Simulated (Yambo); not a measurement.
ZnS (zinc blende, space group F-43m, No. 216), G0W0@PBEsol (Yambo, plasmon pole, terminator in G, 4×4×4 mesh): gap Γ → Γ in eV by bands and screening block.

```tsv
bands (W and G)	2 Ry	5 Ry	8 Ry	11 Ry	14 Ry
32	3.48	3.55	3.54	3.54	3.54
54	3.37	___	3.47	3.47	3.47
82	___	3.42	3.44	3.44	3.44
116	___	3.41	3.43	3.43	3.44
151	3.31	3.40	3.42	3.42	3.43
```

Problem. Estimate the withheld gaps from their neighbours; the computed values follow.

Solution. 
- 54, 5 Ry: 3.46
- 82, 2 Ry: 3.34
- 116, 2 Ry: 3.32

The largest settings aren't shown to be the converged limit.

Geometry relaxed with PBEsol; primitive cell a = 3.7870 Å, b = 3.7870 Å, c = 3.7870 Å, α = 60.00°, β = 60.00°, γ = 60.00°.
